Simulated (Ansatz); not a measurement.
Values for one crystal, relaxed and computed with LDA in the plane-wave PAW code Ansatz; other levels are named.

```yaml
volume_per_atom: 17.00 Å³
electronic_character: metallic (no gap)
dynamical_stability_on_the_path: unstable, down to 18i cm⁻¹
Density of states at the Fermi level: 1.1 states/eV per atom (mean over ±0.08 eV)
zone_centre_stability: no imaginary mode at Γ
mechanical_stability: unstable (C has a negative eigenvalue)
Pressure derivative B′: 5.1
```

**Question.** Which compound is it?
(A) TiC, CsCl type
(B) SiC, P6_3/mmc (Si on 2c, C on 2d)
(C) Sc2C, P-3m1 (Sc on 2d, C on 1b)
(D) HfC, rock salt

**Answer.** C, Sc2C, P-3m1 (Sc on 2d, C on 1b)

The workflow started from a Materials Project entry (that database holds measured and hypothetical structures alike); the Crystallography Open Database copy checked does not list it. Its standing as an ambient phase is unchecked. The LDA relaxation kept the symmetry of its start. The run is not spin-polarised. As this level gives no gap, phonon frequencies hold no LO–TO term and depend on the k-mesh and smearing (Fermi–Dirac, 0.1 eV here).

Potentials: the later of the program's two PAW sets.
